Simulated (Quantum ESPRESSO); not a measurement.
pw.x input (Quantum ESPRESSO 7.5; PBEsol, PseudoDojo standard norm-conserving files, scalar-relativistic):

```
&CONTROL
  calculation = 'scf'
  pseudo_dir = './pseudo'
  outdir = './out'
  tprnfor = .true.
  tstress = .true.
/
&SYSTEM
  ibrav = 0
  nat = 8
  ntyp = 3
  ecutwfc = 74.0
  ecutrho = 296.0
  occupations = 'smearing'
  smearing = 'fd'
  degauss = 0.002
  nbnd = 33
/
&ELECTRONS
  conv_thr = 8e-10
/
ATOMIC_SPECIES
Li 6.9400 Li.upf
S 32.0600 S.upf
Ta 180.9479 Ta.upf
CELL_PARAMETERS angstrom
  3.348609858000   0.000000000000   0.000000000000
 -1.674304929000   2.899981205000   0.000000000000
  0.000000000000   0.000000000000  12.888060000000
ATOMIC_POSITIONS crystal
Li   0.000000000000   0.000000000000   0.500000000000
Li   0.000000000000   0.000000000000   0.000000000000
S   0.666666667000   0.333333333000   0.627880000000
S   0.333333333000   0.666666667000   0.372120000000
S   0.333333333000   0.666666667000   0.127880000000
S   0.666666667000   0.333333333000   0.872120000000
Ta   0.000000000000   0.000000000000   0.750000000000
Ta   0.000000000000   0.000000000000   0.250000000000
K_POINTS automatic
9 9 2 0 0 0
```

End of the output:

```
     total energy              =    -377.88203563 Ry
     estimated scf accuracy    <       0.00000003 Ry
     total energy              =    -377.88203562 Ry
     estimated scf accuracy    <       0.00000007 Ry
     total energy              =    -377.88203564 Ry
     estimated scf accuracy    <          7.9E-09 Ry
[...]
     the Fermi energy is    11.6778 ev
!    total energy              =    -377.88203564 Ry
     estimated scf accuracy    <          6.2E-10 Ry
     smearing contrib. (-TS)   =      -0.00000000 Ry
     internal energy E=F+TS    =    -377.88203564 Ry
     The total energy is F=E-TS. E is the sum of the following terms:
     one-electron contribution =    -118.57309857 Ry
     hartree contribution      =      78.49023174 Ry
     xc contribution           =     -90.97871716 Ry
     ewald contribution        =    -246.82045165 Ry
     convergence has been achieved in  11 iterations
     Forces acting on atoms (cartesian axes, Ry/au):
     atom    1 type  1   force =     0.00000000    0.00000000    0.00000000
     atom    2 type  1   force =     0.00000000   -0.00000000    0.00000000
     atom    3 type  2   force =     0.00000000    0.00000000    0.00895080
     atom    4 type  2   force =     0.00000000   -0.00000000   -0.00895080
     atom    5 type  2   force =     0.00000000   -0.00000000    0.00895080
     atom    6 type  2   force =    -0.00000000   -0.00000000   -0.00895080
     atom    7 type  3   force =     0.00000000    0.00000000    0.00000000
     atom    8 type  3   force =     0.00000000    0.00000000    0.00000000
     Total force =     0.017902     Total SCF correction =     0.000080
     Computing stress (Cartesian axis) and pressure
          total   stress  (Ry/bohr**3)                   (kbar)     P=      -31.61
  -0.00022788  -0.00000000   0.00000000          -33.52       -0.00        0.00
  -0.00000000  -0.00022788   0.00000000           -0.00      -33.52        0.00
   0.00000000   0.00000000  -0.00018892            0.00        0.00      -27.79
```
In a gapped system the printed Fermi energy is only some level inside the gap.

Spin-orbit coupling is not included.

Geometry of the Materials Project entry, not relaxed at this level.
